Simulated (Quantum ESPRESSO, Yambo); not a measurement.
Quasiparticle gap of AlN at -2 % biaxial strain

```
CELL_PARAMETERS angstrom
      3.05086     0.00000     0.00000
     -1.52543     2.64213     0.00000
      0.00000     0.00000     5.03914
ATOMIC_POSITIONS crystal
  N  0.66667 0.33333 0.87803
  N  0.33333 0.66667 0.37803
  Al 0.66667 0.33333 0.50197
  Al 0.33333 0.66667 0.00197
```

The PBEsol cell relaxed from Materials Project entry mp-661 was given a biaxial strain of -2 % along x and y, z relaxed, and the atoms were relaxed again.

Starting point: PBEsol (pw.x of Quantum ESPRESSO, ONCV potentials, scalar-relativistic). G0W0 in Yambo: 6×6×4 Γ-centred k mesh, 77 bands and a 8 Ry block in the screening, 77 bands in G with the Bruneval-Gonze terminator, plasmon pole fitted at 27.2 eV.

* **PBEsol gap along the band path**: 4.45 eV
* **PBEsol gap between the mesh's edge points (Γ → Γ)**: 4.45 eV
* **G0W0 gap between the same points**: 5.97 eV

```tsv
k point	band	E PBEsol (eV)	E QP (eV)	shift (eV)	Z
Γ	VB	0.00	-0.84	-0.84	0.80
Γ	CB	4.45	5.13	0.69	0.82
A	VB	-0.30	-1.17	-0.88	0.80
A	CB	6.83	7.72	0.89	0.82
H	VB	-0.82	-1.77	-0.96	0.80
H	CB	7.34	8.25	0.91	0.82
```

Energies count from the PBEsol valence-band maximum.

Convergence of the G0W0 settings was not tested.
